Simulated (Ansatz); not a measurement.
VPt$_{3}$:
```yaml
crystal:
  lattice:
    - [-1.92038, 1.92038, 3.90594]
    - [1.92038, -1.92038, 3.90594]
    - [1.92038, 1.92038, -3.90594]
  atoms:
    - { symbol: V, position: [0.00000, 0.00000, 0.00000] }
    - { symbol: Pt, position: [0.75000, 0.25000, 0.50000] }
    - { symbol: Pt, position: [0.25000, 0.75000, 0.50000] }
    - { symbol: Pt, position: [0.50000, 0.50000, 0.00000] }
```
The run is spin-polarised; directions of the spins, atom by atom: ↑ 0 0 0.

Relaxed with PBEsol.

Problem. Which orbitals make up the states near the Fermi level in PBEsol in the plane-wave PAW code Ansatz?

Solution. Within 0.5 eV of the Fermi level: Pt 5d 48 %, V 3d 45 %. Projections are on Löwdin-orthogonalised atomic valence shells; empty p or d shells of many metals are not among them.

Problem. Tabulate the density of states.

Solution. States/eV per cell of 4 atoms, in 0.25 eV bins, energy from the Fermi level.

| E (eV) | total | Pt 5d | V 3d | Pt 6s |
|---|---|---|---|---|
| -7.85 | 0.75 | 0.12 | 0.01 | 0.52 |
| -7.60 | 0.91 | 0.20 | 0.02 | 0.60 |
| -7.35 | 1.50 | 0.52 | 0.05 | 0.84 |
| -7.10 | 2.37 | 1.25 | 0.13 | 0.92 |
| -6.85 | 1.78 | 1.26 | 0.12 | 0.36 |
| -6.60 | 3.50 | 2.42 | 0.23 | 0.66 |
| -6.35 | 5.35 | 4.01 | 0.33 | 0.69 |
| -6.10 | 6.56 | 5.20 | 0.40 | 0.60 |
| -5.85 | 6.39 | 5.39 | 0.37 | 0.42 |
| -5.60 | 5.07 | 4.39 | 0.27 | 0.25 |
| -5.35 | 4.83 | 4.28 | 0.22 | 0.20 |
| -5.10 | 4.10 | 3.69 | 0.18 | 0.10 |
| -4.85 | 3.76 | 3.35 | 0.17 | 0.11 |
| -4.60 | 3.82 | 3.37 | 0.19 | 0.12 |
| -4.35 | 6.20 | 5.40 | 0.43 | 0.21 |
| -4.10 | 5.83 | 5.06 | 0.38 | 0.22 |
| -3.85 | 5.17 | 4.39 | 0.32 | 0.27 |
| -3.60 | 5.60 | 4.79 | 0.32 | 0.24 |
| -3.35 | 6.15 | 5.18 | 0.51 | 0.21 |
| -3.10 | 5.53 | 4.60 | 0.56 | 0.19 |
| -2.85 | 4.74 | 3.90 | 0.54 | 0.15 |
| -2.60 | 4.14 | 3.16 | 0.62 | 0.20 |
| -2.35 | 6.66 | 5.27 | 0.86 | 0.26 |
| -2.10 | 5.88 | 4.80 | 0.65 | 0.19 |
| -1.85 | 4.62 | 3.61 | 0.60 | 0.15 |
| -1.60 | 3.34 | 2.18 | 0.75 | 0.13 |
| -1.35 | 4.28 | 2.45 | 1.29 | 0.21 |
| -1.10 | 3.57 | 2.19 | 0.95 | 0.19 |
| -0.85 | 3.18 | 2.23 | 0.63 | 0.13 |
| -0.60 | 3.84 | 2.89 | 0.69 | 0.13 |
| -0.35 | 4.41 | 3.11 | 0.98 | 0.16 |
| -0.10 | 3.87 | 1.86 | 1.70 | 0.16 |
| 0.15 | 3.44 | 1.19 | 2.01 | 0.09 |
| 0.40 | 3.89 | 1.13 | 2.53 | 0.09 |
| 0.65 | 4.49 | 1.27 | 2.98 | 0.10 |
| 0.90 | 6.37 | 1.88 | 4.26 | 0.11 |
| 1.15 | 6.77 | 1.94 | 4.53 | 0.14 |
| 1.40 | 4.41 | 1.19 | 2.83 | 0.20 |
| 1.65 | 2.25 | 0.58 | 1.18 | 0.26 |
| 1.90 | 1.74 | 0.46 | 0.69 | 0.32 |
| 2.15 | 1.40 | 0.34 | 0.46 | 0.31 |
| 2.40 | 1.16 | 0.25 | 0.34 | 0.27 |
| 2.65 | 1.10 | 0.21 | 0.29 | 0.26 |
| 2.90 | 1.16 | 0.20 | 0.28 | 0.28 |
| 3.15 | 1.24 | 0.19 | 0.28 | 0.31 |
| 3.40 | 1.24 | 0.18 | 0.24 | 0.33 |
| 3.65 | 1.16 | 0.15 | 0.18 | 0.32 |
| 3.90 | 1.10 | 0.13 | 0.15 | 0.32 |
| 4.15 | 1.09 | 0.12 | 0.12 | 0.33 |
| 4.40 | 1.02 | 0.10 | 0.09 | 0.32 |
| 4.65 | 0.84 | 0.08 | 0.07 | 0.24 |

Space group I4/mmm. The first step of the workflow began from a Materials Project structure, measured or hypothetical; the Crystallography Open Database files this formula in space group No. 139, but the cells were not matched. Whether it is the stable phase at ambient conditions was not checked. The PBEsol relaxation kept the symmetry of its start; whether a distortion lowers the energy is not shown. Spin order of the final state: ferromagnetic, the only order run, not a proven ground state. Scalar-relativistic: spin–orbit coupling is off unless named, which matters more the heavier the elements.

Potentials: the later of the program's two PAW sets.
